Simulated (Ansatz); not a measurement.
**Zone-centre phonons of Be3Ru at 10 GPa: input and output**

All numbers below come from DFT PBEsol, scalar-relativistic, plane waves, PAW in Ansatz 0.2.0.

It can be run as:
```bash
ansatz run input.yaml --threads 1 --pin off --backend cpu --events-out ev --progress --plain --runs-dir out  # memory cap (--max-ram) not shown
```

Input (bare energies are in eV):
```yaml
crystal:
  lattice:
    - [-1.5552172899, 1.5552172899, 3.6494727028]
    - [1.5552172899, -1.5552172899, 3.6494727028]
    - [1.5552172899, 1.5552172899, -3.6494727028]
  atoms:
    - { symbol: Be, position: [0.75, 0.25, 0.5] }
    - { symbol: Be, position: [0.25, 0.75, 0.5] }
    - { symbol: Be, position: [0.5, 0.5, 0.0] }
    - { symbol: Ru, position: [0.0, 0.0, 0.0] }
basis:
  ecutwfc: 420
kpoints:
  mp_grid: { grid: [18, 18, 18] }
hamiltonian:
  xc: pbesol
scf:
  occupations: { method: fermi_dirac, width: 0.15 }
output:
  eigenvalues: true
phonons:
  method: dfpt
  eigenvectors: true
```

Results section of the output:
```
--- Phonons (Γ-DFPT): 6 representative perturbations + reference, on 865 of 5832 k-points (Σ response iterations 19) ---
  k mesh reduced under 4 symmetry operations, with k and −k counted as one. Each operation leaves every solved displacement unchanged or reverses it
  ASR residual: 1.205e-3 → 0.000e0 eV/Å²; symmetrization residual: 1.904e-6 eV/Å²
  ASR residual per site (eV/Å²): 1.12e-5 1.12e-5 3.63e-5 1.20e-3
  Γ frequencies (cm⁻¹): -150.50 0.00 0.00 0.00 383.41 383.41 531.16 568.64 636.81 636.81 646.05 646.05
  non-analytic LO–TO correction: not included (Born effective charges unavailable; polar crystals: no LO–TO splitting at Γ)
```

In a metal, frequencies and elastic constants depend on the k mesh and the smearing, soft modes and shear constants most. Other phases may be more stable at this pressure.

Negative frequencies stand for imaginary ones: the cell is unstable against these modes.